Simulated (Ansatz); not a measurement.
Re (diamond, Fd-3m) under volume change, DFT-r²SCAN in the program Ansatz with PAW potentials, scaled uniformly.

```tsv
V (Å³/atom)	E − E(relaxed) (meV/atom)	P (GPa)
20.141	…	…
20.805	52.4	13.32
21.469	…	…
22.133	0.0	0.00
22.797	11.2	-5.28
23.461	42.7	-9.81
24.125	91.6	-13.69
```

Question: Complete the blanks.

Answer: 
- 21.469, E − E(relaxed) (meV/atom): 12.4
- 21.469, P (GPa): 6.15
- 20.141, E − E(relaxed) (meV/atom): 124.5
- 20.141, P (GPa): 21.69

Question: What does a third-order Birch–Murnaghan fit give for V₀, B₀ and B′?

Answer: V₀ = 22.13 Å³/atom, B₀ = 190 GPa, B′ = 4.1.

The start of the workflow was typed in or built on a structure type; neither database checked (COD, Materials Project) lists it. It is not the phase usual at ambient conditions (space group No. 194). The cell was relaxed with r²SCAN under the symmetry of its start. At this level the phase is mechanically unstable. No spin polarisation was allowed. Spin–orbit coupling is left out wherever it is not named.

Potentials: the earlier of the program's two PAW sets.
